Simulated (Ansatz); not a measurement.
Starting cell, Mo (bcc, W type):

```yaml
crystal:
  lattice:
    - [-3.15061, 3.15061, 3.15061]
    - [1.57530, -1.57530, 1.57530]
    - [1.57530, 1.57530, -1.57530]
  atoms:
    - { symbol: Mo, position: [0.00000, 0.00000, 0.00000] }
    - { symbol: Mo, position: [0.50000, 0.00000, 0.00000] }
```

In this cell atom 1 (Mo, nearest neighbour Mo at 2.729 Å; its periodic images, 2.7 Å or more away, move with it) is moved by s along Cartesian [110], unit vector (0.707, 0.707, 0.000); all other atoms and the cell stay fixed.

The numbers are results of r2SCAN (plane waves to 500 eV, PAW, scalar-relativistic; Ansatz, an electronic-structure program), not measurements. k mesh 17×17×17 (Γ-centred), Fermi-Dirac smearing 0.05 eV. E stands for the smeared free energy. With partly filled bands, energies and forces of such displacements shift with the k mesh and the smearing. On this mesh the relaxed cell isn't quite at rest: it carries a pressure of 0.1 GPa (compression positive) at the zero of the scan. Mo is run without spin polarisation. Mo was relaxed with its symmetry unable to fall. The zero of ΔE is the undisplaced structure. The last digit holds for this mesh only.

| s (Å) | ΔE (meV/cell) |
|---|---|
| -0.270 | withheld |
| -0.216 | 162.7 |
| -0.162 | 90.9 |
| -0.108 | 40.2 |
| -0.054 | 10.0 |
| 0.000 | 0.0 |
| 0.054 | 10.0 |
| 0.108 | 40.2 |
| 0.162 | 90.9 |
| 0.216 | 162.7 |
| 0.270 | withheld |

**Question.** Fit an even polynomial form (powers 2, 4) to the given rows and predict ΔE at s = -0.270.

**Answer.** Least squares on the 9 given rows: ΔE = (3433)·s² + (1165)·s⁴, in meV/cell with s in Å; root-mean-square residual 0.01 meV/cell. At -0.270 the fit gives 256.5 meV/cell; the calculation gives 256.4 meV/cell, so the extrapolation is off by 0.1 (+0.0 %). The quadratic term alone would give 250.3 meV/cell.

(For displaced atoms, the force is minus the slope of the energy, and its curvature is a force constant, which sets phonon frequencies.)
